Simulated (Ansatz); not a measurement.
**Question.** Each is relaxed and computed with PBEsol in the plane-wave PAW code Ansatz. Which is the only metal?
A) Si3W5, I4/mcm (Si on 4a, Si on 8h, W on 16k, W on 4b)
B) Si3N4, Fd-3m (Si on 16c, Si on 8b, N on 32e)
C) LaWN3, R3c (La on 6a, W on 6a, N on 18b)
D) WO3, P4/ncc (W on 4c, O on 8f, O on 4c)

**Answer.** A, Si3W5, I4/mcm (Si on 4a, Si on 8h, W on 16k, W on 4b). Si3W5: metal; WO3: gap 1.04 eV (indirect); LaWN3: gap 0.98 eV (indirect); Si3N4: gap 3.29 eV (indirect). Standing as an ambient phase not checked: Si3W5, I4/mcm (Si on 4a, Si on 8h, W on 16k, W on 4b); WO3, P4/ncc (W on 4c, O on 8f, O on 4c); LaWN3, R3c (La on 6a, W on 6a, N on 18b). All cells were relaxed under the symmetry of their starts (and spin orders); stability against distortions was not tested throughout. Rows with no word on spin ran without spin polarisation. Scalar-relativistic: spin–orbit coupling is off unless named, which matters more the heavier the elements.

Potentials: the later of the program's two PAW sets.
